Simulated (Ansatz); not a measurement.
Here is the system:

BaHg:
```yaml
crystal:
  lattice:
    - [4.16514, 0.00000, 0.00000]
    - [0.00000, 4.16514, 0.00000]
    - [0.00000, 0.00000, 4.16514]
  atoms:
    - { symbol: Ba, position: [0.00000, 0.00000, 0.00000] }
    - { symbol: Hg, position: [0.50000, 0.50000, 0.50000] }
```

This is the r²SCAN-relaxed structure.

Q: All from r²SCAN (plane waves, PAW; program Ansatz), unless another level is named. Give the density of states at the Fermi level.

A: 0.70 states/eV per atom (mean over ±0.08 eV).

Q: Predict the formation energy from the elements (no fitted shifts).

A: -0.59 eV/atom.

Space group Pm-3m (CsCl type). The workflow started from a Materials Project entry (that database holds measured and hypothetical structures alike); the Crystallography Open Database copy checked does not list it. With Ba and Hg taken as one species the cell has the higher symmetry Im-3m, so it may be an ordered model of a mixed-site phase. Its standing as an ambient phase is unchecked. The cell was relaxed with r²SCAN under the symmetry of its start; its stability against distortions is not shown here. The references are the lowest solids computed at this level, not always the standard phases. Spin–orbit coupling is left out wherever it is not named.

Potentials: the later of the program's two PAW sets.
